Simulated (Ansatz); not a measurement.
All numbers below come from DFT PBE, scalar-relativistic, plane waves, PAW (Ansatz 0.2.0). Settings: cutoff 420 eV, Γ-centred meshes spaced at most about 0.3 Å⁻¹, and about 0.25 Å⁻¹ or finer for metals (2π included), Gaussian smearing. No spin polarisation in the final relaxations.

Temperature and zero-point effects are left out.

Compare these two cells of In2TeH2, each relaxed at this level.

1. Space group P4/mmm (No. 123), tetragonal, a = 5.249 Å, c = 4.125 Å. Around In lie 2 H at 2.62 Å, 4 H at 3.34 Å and 4 Te at 3.34 Å; around Te lie 2 H at 2.06 Å, 8 In at 3.34 Å and 4 H at 3.71 Å; H on its first site is surrounded by 2 Te at 2.06 Å and 4 In at 2.62 Å; H on its second site is surrounded by 8 In at 3.34 Å and 4 Te at 3.71 Å (long contacts).

2. Space group P-3m1 (No. 164), trigonal, a = 4.535 Å, c = 6.074 Å. In is surrounded by 1 H at 1.90 Å, 3 H at 2.75 Å and 3 Te at 3.10 Å; Te is surrounded by 6 In at 3.10 Å and 6 H at 3.63 Å; around H lie 1 In at 1.90 Å, 3 In at 2.75 Å, 3 H at 2.82 Å and 3 Te at 3.63 Å.

Question: Which is lower in energy, and by how much?

Answer: Cell 2 is lower, by 0.33 eV/atom. Cell 1 has space group P4/mmm (No. 123), 22.7 Å³/atom and no gap on its mesh; cell 2 has space group P-3m1 (No. 164), 21.6 Å³/atom and no gap. Even the lower one lies +0.18 eV/atom against the reference forms of the elements (uncorrected), so neither is stable at this level. Both come from invented guesses.

Weakly bound directions are ill-defined at this level, which has no dispersion term (P-3m1), and this can change margins and order among such cells. Spin–orbit coupling, which can matter for Te, is left out. With hydrogen, zero-point motion can shift such differences by 10 meV/atom or more. Cells relaxed within their symmetry can be saddle points.
